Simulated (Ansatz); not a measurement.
**An elastic constant from a strain scan in Sr**

Method: Ansatz, DFT PBEsol, scalar-relativistic, plane waves, PAW. The runs took a 420 eV cutoff, a Γ-centred 12×12×8 mesh and Gaussian smearing (0.15 eV). No spin polarisation. Energies are free energies at this smearing, counted from the undisturbed cell; pressure is positive in compression.

Zero of the scan (as given, not relaxed at this level; it stands at -0.9 GPa; this form isn't the usual structure):

```
CELL_PARAMETERS angstrom
4.31000 0.00000 0.00000
-2.15500 3.73257 0.00000
0.00000 0.00000 7.05000
ATOMIC_POSITIONS crystal
Sr 0.33333 0.66667 0.25000
Sr 0.66667 0.33333 0.75000
```

The cell is strained by ε times the Voigt pattern (0, 0, 1, 0, 0, 0) (xx, yy, zz, yz, xz, xy; engineering shear) with fractional coordinates fixed. The cell holds 2 atoms in V0 = 113.42 Å³. The stress column is τ = (1/V0) dE/dε, got from the stress tensor σ (compression positive) at each point as −det(1 + εP) σ : P(1 + εP)⁻¹, with P the pattern as a tensor.

```
      ε  ΔE (meV/atom)  τ (GPa)
-0.0200         -4.234    0.362
-0.0150         -3.486    0.482
-0.0100         -2.528    0.600
-0.0050         -1.365    0.715
 0.0000          0.000    0.827
 0.0050          1.562    0.937
 0.0100          3.317    1.046
 0.0150          5.261    1.152
 0.0175          6.304    1.204
 0.0200              ?        ?
```

Which combination of elastic constants does this scan measure, and how large is it?

For small ε, τ = τ0 + Kε with K = pᵀCp, which for this pattern is C33 in the Cartesian frame shown. The parabola through τ at ε = -0.0050, 0 and 0.0050 has slope K = 22.3 GPa at zero. The energies per cell, E = NΔE, of the same two points give K = 2[E(ε₊)/ε₊ − E(ε₋)/ε₋]/[(ε₊ − ε₋)V0] = 22.2 GPa, in agreement. The start is under stress, which shifts K from the elastic constant by about the size of that stress.

Predict the withheld row at ε = 0.0200 from the harmonic law, and compare.

ΔE = V0(τ0 ε + Kε²/2)/N = 7.432 meV/atom and τ = 1.27 GPa. The calculation gives 7.392 meV/atom and 1.26 GPa, a miss of 0.5 % of the harmonic energy, so the harmonic law still holds here.

In a metal these slopes depend on the k mesh and the smearing.